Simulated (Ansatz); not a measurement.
Values for one crystal, relaxed and computed with the program Ansatz at the LDA level (PAW); other levels are named.

```yaml
volume_per_atom: 33.21 Å³
electronic_character: no gap, with almost no states at the Fermi level (zero-gap or semimetallic)
Formation energy from the elements (no fitted shifts): -0.18 eV/atom
Poisson's ratio: 0.35
Elastic constants (relaxed ions, GPa): C11 = 58.6, C12 = 41.2, C44 = 22.2
highest_zone_centre_frequency: 151 cm⁻¹
zone_centre_stability: no imaginary mode at Γ
```

Task: Which of these materials gives this?
A) CdGaO3, P4mm (Ga on 1b, Cd on 1a, O on 2c, O on 1b)
B) In3SbTe2, Immm (In on 2a, In on 4i, Sb on 2d, Te on 4j)
C) ZnCdTeSe, P3m1 (Zn on 1a, Cd on 1c, Te on 1a, Se on 1c)
D) CdHg3Te4, P-43m (Cd on 1a, Hg on 3c, Te on 4e)

Result: D, CdHg3Te4, P-43m (Cd on 1a, Hg on 3c, Te on 4e)

The workflow started from a Materials Project entry (that database holds measured and hypothetical structures alike); the Crystallography Open Database copy checked does not list it. With Cd and Hg taken as one species the cell has the higher symmetry F-43m, so it may be an ordered model of a mixed-site phase. Its standing as an ambient phase is unchecked. Symmetry was held in the LDA relaxation. As this level gives no gap, shear constants depend on the k-mesh and smearing (Fermi–Dirac, 0.1 eV here). As this level gives no gap, phonon frequencies hold no LO–TO term and depend on the k-mesh and smearing (Fermi–Dirac, 0.1 eV here). The references are the lowest solids computed at this level, not always the standard phases. Scalar-relativistic: spin–orbit coupling is off unless named, which matters more the heavier the elements.

Potentials: the later of the program's two PAW sets.
